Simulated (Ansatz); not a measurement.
Ag (A15 (β-W type), Pm-3n) at seven volumes, PBE in the plane-wave PAW code Ansatz, scaled uniformly. One row is withheld.

| V (Å³/atom) | P (GPa) |
|---|---|
| 16.786 | 10.41 |
| 17.339 | 6.22 |
| 17.892 | 2.80 |
| 18.446 | -0.01 |
| 18.999 | ? |
| 19.552 | -4.16 |
| 20.106 | -5.67 |

**Question.** Fit the shown pressures and predict the withheld one.

**Answer.** P = (3/2)B₀(x^(7/2) − x^(5/2))[1 + (3/4)(B′ − 4)(x − 1)] with x = (V₀/V)^(2/3). Least squares on the six rows gives V₀ = 18.444 Å³/atom, B₀ = 84.3 GPa, B′ = 5.76. At V = 18.999, x = 0.9804 and P = -2.29 GPa. The run itself gave -2.29 GPa.

The start of the workflow was typed in or built on a structure type; neither database checked (COD, Materials Project) lists it. It is not the phase usual at ambient conditions (space group No. 225). Symmetry was held in the PBE relaxation; its stability against distortions is not shown here. The run is not spin-polarised.

Potentials: the earlier of the program's two PAW sets.
